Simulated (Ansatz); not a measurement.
Computed with DFT PBE, scalar-relativistic, plane waves, PAW (Ansatz 0.2.0). Settings: cutoff 420 eV, Γ-centred meshes spaced at most about 0.3 Å⁻¹, and about 0.25 Å⁻¹ or finer for metals (2π included), Gaussian smearing. Collinear spin in cells that started with moments and kept them past the coarse steps, no spin elsewhere.

All energies are static (0 K, no zero-point motion).

Compare these two cells of CsGd2, each relaxed at this level.

A. (site moments Gd 7.5 (×2) μB)

```
Cs Gd
1.0
     6.51128    0.00000    0.00000
    -3.25564    5.63893    0.00000
     0.00000    0.00000    3.61461
Cs Gd
1 2
Direct
  0.00000 0.00000 0.00000
  0.33333 0.66667 0.50000
  0.66667 0.33333 0.50000
```

B. (site moments Gd -7.3 (×3), 7.4 μB)

```
Cs Gd
1.0
     3.69817    2.13514    6.15356
    -3.69817    2.13514    6.15356
     0.00000   -4.27028    6.15356
Cs Gd
2 4
Cartesian
  0.0000 0.0000 11.5353
  0.0000 0.0000 6.9254
  1.8491 1.0676 3.0768
  -1.8491 1.0676 3.0768
  0.0000 -2.1351 3.0768
  0.0000 0.0000 0.0000
```

Problem. Which would you expect to be lower, and how large is the difference?

Solution. B is lower, by 63 meV/atom. A has space group P6/mmm (No. 191), 44.2 Å³/atom and no gap on its mesh; B has space group R-3m (No. 166), 48.6 Å³/atom and no gap. Counting all near atoms (those within 1.25 times the shortest distance at each site; a plus sign parts nearer from farther groups), A has Cs 2+12, Gd 5+6 and B has Cs 16, Gd 6+6. Their magnetic states differ too, which can make part of the margin. The lower one is the more open, so pressure narrows the difference. Even the lower one lies +0.63 eV/atom against the reference forms of the elements (uncorrected), so neither is stable at this level. In A, around Cs lie 2 Cs at 3.61 Å and 12 Gd at 4.17 Å; Gd is surrounded by 5 Gd at 3.61–3.76 Å and 6 Cs at 4.17 Å. In B, around Cs lie 12 Gd at 4.34–4.40 Å and 4 Cs at 4.54–4.61 Å; Gd on a site of symmetry 2/m has 6 Gd at 3.70–3.75 Å and 6 Cs at 4.36–4.40 Å; around Gd on a site of symmetry -3m lie 6 Gd at 3.75 Å and 6 Cs at 4.34 Å. Both come from invented guesses.

The 4f shell of Gd is treated without a Hubbard U, which places its levels poorly. The magnetic state reached may not be the lowest. Cells relaxed within their symmetry can be saddle points. Some types were kept out of the candidates beforehand, so the set may lack a known form.
